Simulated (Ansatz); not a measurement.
# InGa₂N₃: course of a relaxation

The calculation used Ansatz, DFT PBE, scalar-relativistic, plane waves, PAW. Run with 420 eV cutoff, 6×6×6 k-mesh, Gaussian smearing of 0.02 eV, no spin polarisation.

What was changed: uniaxial strain along a, with b, c and atoms relaxed: -2.0 %.

Command:

```bash
ansatz run input.yaml --threads 2 --pin off --max-ram 5120MiB --backend cpu --events-out ev --progress --plain --runs-dir out
```

Input:

```yaml
crystal:
  lattice:
    - [4.9102734374, -2.8323956339, 0.0]
    - [4.9728199042, 2.9408269035, 0.0]
    - [0.0, 0.0, 5.4250503047]
  atoms:
    - { symbol: In, position: [0.3253743403, 0.6746256597, 0.9897954407] }
    - { symbol: In, position: [0.6746256597, 0.3253743403, 0.4897954407] }
    - { symbol: Ga, position: [0.0070223915, 0.3338071181, 0.9925887727] }
    - { symbol: Ga, position: [0.6661928819, 0.9929776085, 0.9925887727] }
    - { symbol: Ga, position: [0.9929776085, 0.6661928819, 0.4925887727] }
    - { symbol: Ga, position: [0.3338071181, 0.0070223915, 0.4925887727] }
    - { symbol: "N", position: [0.0264035199, 0.3337100347, 0.359024157] }
    - { symbol: "N", position: [0.6662899653, 0.9735964801, 0.359024157] }
    - { symbol: "N", position: [0.9735964801, 0.6662899653, 0.859024157] }
    - { symbol: "N", position: [0.3337100347, 0.0264035199, 0.859024157] }
    - { symbol: "N", position: [0.307770504, 0.692229496, 0.3949797] }
    - { symbol: "N", position: [0.692229496, 0.307770504, 0.8949797] }
basis:
  ecutwfc: 420
kpoints:
  mp_grid: { grid: [6, 6, 6] }
hamiltonian:
  xc: pbe
scf:
  occupations: { method: gaussian, width: 0.02 }
output:
  forces: true
  stress: true
  eigenvalues: true
relax:
  adjacent_minimum: "off"
  f_tol: 0.008
  max_steps: 40
  cell: { stress_tol: 0.015, fix: [a, angles] }
```

F is the free energy. Steps run on the plane waves of an earlier cell, but the last one, and at times one on the way, on a freshly chosen basis, so a repeated geometry can differ a little in energy. The held parts of the cell keep their stress, so P needn't end at zero.

Steps:

```
step F − F(1) (eV) largest force component (eV/Å) V (Å³/atom) P (GPa)
   1         0.0000                           0.219       12.896     1.75
   2        -0.0125                           0.148       12.901     1.61
   3        -0.0183                           0.024       12.902     1.53
   4        -0.0184                           0.003       12.905     1.49
   5        -0.0184                           0.001       12.904     1.50
   6        -0.0187                           0.001       12.904     1.50
   7        -0.0187                           0.000       12.904     1.50
   8        -0.0188                           0.000       12.904     1.50
```

Relaxed structure:

```xyz
12
Lattice="4.9119 -2.8296 0.0000 4.9811 2.9495 0.0000 0.0000 0.0000 5.4178" Properties=species:S:1:pos:R:3 pbc="T T T"
In    4.9675    1.0653    5.3712
In    4.9255   -0.9454    2.6623
Ga    1.7009    0.9639    5.3810
Ga    8.2214    1.0412    5.3806
Ga    8.1921   -0.8440    2.6721
Ga    1.6716   -0.9213    2.6717
N     1.8051    0.9039    1.9403
N     8.1353    0.9782    1.9393
N     8.0879   -0.7840    4.6491
N     1.7576   -0.8583    4.6482
N     4.9738    1.1626    2.1354
N     4.9192   -1.0427    4.8443
```

It takes space group P2_1 (No. 4, monoclinic). Conventional cell: a = 5.669 Å, b = 5.418 Å, c = 5.780 Å, α = 90.00°, β = 119.26°, γ = 90.00°. In (site symmetry 1) is surrounded by 4 N at 2.17 to 2.18 Å. Around Ga (site symmetry 1) lie 4 N at 1.96 to 1.98 Å. Ga (site symmetry 1) has 4 N at 1.96 to 1.98 Å as nearest neighbours. Around N (site symmetry 1) lie 3 Ga at 1.97 to 1.98 Å and 1 In at 2.17 Å. N (site symmetry 1) has 3 Ga at 1.96 to 1.98 Å and 1 In at 2.17 Å as nearest neighbours. N (site symmetry 1) is surrounded by 2 Ga at 1.96 Å and 2 In at 2.17 to 2.18 Å.

The run converged. The run took 5.6 min on 2 threads of Arm Neoverse V2, on a shared host, peak memory 0.88 GiB.